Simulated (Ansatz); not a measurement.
## Calculated quadrupolar parameters for Bi2Se3

The cell is a COD entry.

```cif
data_structure
_symmetry_space_group_name_H-M 'P 1'
_symmetry_Int_Tables_number 1
_cell_length_a 9.8405
_cell_length_b 9.8405
_cell_length_c 9.8405
_cell_angle_alpha 24.304
_cell_angle_beta 24.304
_cell_angle_gamma 24.304
_cell_volume 141.89
loop_
_atom_site_label
_atom_site_type_symbol
_atom_site_fract_x
_atom_site_fract_y
_atom_site_fract_z
_atom_site_occupancy
Bi1 Bi 0.40080 0.40080 0.40080 1
Bi2 Bi 0.59920 0.59920 0.59920 1
Se3 Se 0.00000 0.00000 0.00000 1
Se4 Se 0.21170 0.21170 0.21170 1
Se5 Se 0.78830 0.78830 0.78830 1
```

Sites (sets of like atoms) are named by element and the number of their first atom in this list.

Method: Kohn–Sham DFT in Ansatz, PBE, plane waves and PAW, scalar-relativistic, 420 eV cutoff, Γ-centred 9×9×9 k-points, Fermi–Dirac smearing 0.02 eV.

V_zz is the principal component of the electric field gradient with the largest magnitude, η = (V_xx − V_yy)/V_zz and C_Q = eQV_zz/h.

²⁰⁹Bi: I = 9/2, Q = -516.0 mb. Quadrupole moments are those of Pyykkö's year-2017 table.

(1) What field gradients does the calculation give at each kind of site?

## Answers

(1) 

| site | atoms (order as listed) | first shell | V_zz (10²¹ V/m²) | η | C_Q (MHz) |
| --- | --- | --- | --- | --- | --- |
| Bi | 1, 2 | 6 Se at 2.85–3.07 Å | 0.76 | 0.00 | -9.54 |
| Se3 | 3 | 6 Bi at 3.07 Å | 7.50 | 0.00 | – |
| Se4 | 4, 5 | 3 Bi at 2.85 Å | -2.18 | 0.00 | – |

An axis of threefold or higher order runs through Bi, Se3 and Se4, so V_zz lies along it and η is zero.

Se has no stable isotope with a ground-state quadrupole moment in the table, so no C_Q is given.

The values hang on the deposited positions: relaxing the atoms moves V_zz on Se4 from -2.18 to -1.25. Spin–orbit coupling is left out, which shifts gradients on Bi by a few per cent in wide-gap crystals, and can shift them far more where the calculated gap is small or absent, as here. With a gap of 0.2 eV on this mesh, small gradients can still move by 0.1 × 10²¹ V/m² or more as the k-mesh gets denser.

The run took 18 s of wall time (68 s of CPU time) and 0.81 GiB at its peak, on 4 threads of Arm Neoverse N1 (aarch64; 8 cores open to the job, memory cap 8.0 GiB, no GPU), a shared host with a load of 0.3 a core.
